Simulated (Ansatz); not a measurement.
## Sensitivity of the gradients in Lu₆MgWO₁₂ to the input

Cell: a Materials Project structure (computed, not necessarily an observed phase), taken as it stands.

Space group R-3:H (No. 148); a = 9.3417, c = 10.5725 Å, γ = 120.00°.

```
site  Wyckoff  site symmetry       x       y       z
  Mg       3b            -3.  0.0000  0.0000  0.5000
  Lu      18f              1  0.7768  0.7392  0.3019
   W       3a            -3.  0.0000  0.0000  0.0000
  O9      18f              1  0.5129  0.8744  0.5677
 O11      18f              1  0.8109  0.9725  0.3778
```

One atom of each set is listed; the run and its k-mesh use a cell of 20 atoms with edges of 6.44, 6.44, 6.44 Å.

Reference run. Method: Kohn–Sham DFT in Ansatz, PBE, plane waves and PAW, scalar-relativistic, collinear spin, 420 eV cutoff, Γ-centred 5×5×5 k-points, Fermi–Dirac smearing 0.05 eV. Start moments as typed (μB): 2 on each W, none on the rest.

Problem. The input is changed as follows: `total_charge`: not typed → -1. What happens to V_zz (10²¹ V/m²) and η?

Solution. 

```tsv
site	V_zz reference	η reference	V_zz changed	η changed
Mg	-0.39	0.00	-0.39	0.00
Lu	-20.0	0.47	-17.95	0.47
W	-1.16	0.00	10.67	0.00
O9	2.94	0.32	2.59	0.26
O11	0.88	0.81	0.74	0.65
```

The largest change of V_zz is on W, from -1.16 to 10.67. In per cent, |V_zz| changes by -10 on Lu, -12 on O (all sites that start above 2). Where |V_zz| stays above 0.1, η moves most on O11, from 0.81 to 0.65. V_zz changes sign on W (same axis). The changed cell holds a charge of -1 on a uniform background, so it isn't the neutral crystal. The changed run opens a gap. The absolute magnetisation of the cell goes from 2.1 to 3.1 μB. SCF iterations: 17 and 17.

On the reference run: The largest force is 0.7 eV/Å, so the atoms aren't at the calculated equilibrium and relaxing them would move these values. The run finds no gap above 0.1 eV (a metal, or nearly one), so the gradients can move by 10 % or more with the k-mesh. Without spin–orbit coupling the gradients at and beside Lu and W can be off by some per cent, at some sites by more. Semilocal functionals make gaps too small and can close them, so the real compound need not be a metal. All moments are parallel here, as the start or the cell imposes; many such compounds order antiparallel, where fields and spin densities carried over to other atoms largely cancel. The magnetic order is the one that the run reached from its start moments, not necessarily the measured one.
